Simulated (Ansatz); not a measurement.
Space group I4/mmm (No. 139). a = 4.652 Å, b = 4.652 Å, c = 11.482 Å, α = 90.00°, β = 90.00°, γ = 90.00°
```
atom site symmetry x y z
  Sr    2a     4/mmm  0.0000  0.0000  0.0000
  Ag    4d      -4m2  0.0000  0.5000  0.2500
  Sn    4e       4mm  0.0000  0.0000  0.3779
```

Equation of state of this SrAg$_{2}$Sn$_{2}$ structure (not necessarily the ground state), with shape and atoms relaxed at each volume where symmetry leaves them free. It has no gap at any of these volumes. Computed with Ansatz 0.2.0, DFT PBEsol, scalar-relativistic, plane waves, PAW.

Settings: cutoff 420 eV, Γ-centred mesh 12×12×12 on the computed 5-atom cell, Gaussian smearing of 0.10 eV; no spin polarisation.

```csv
V (Å³/atom),E − E(largest V) (meV/atom),P (GPa)
21.865,46.45,10.29
22.610,6.40,7.02
23.356,-19.65,4.26
24.101,-33.86,1.95
24.846,-38.21,0.00
25.592,-34.30,-1.63
26.337,-23.43,-3.00
27.331,0.00,-4.48
```

Task: Fit a third-order Birch–Murnaghan equation to E(V).

Result: V0 = 24.84 Å³/atom, B0 = 59 GPa, B0' = 4.8.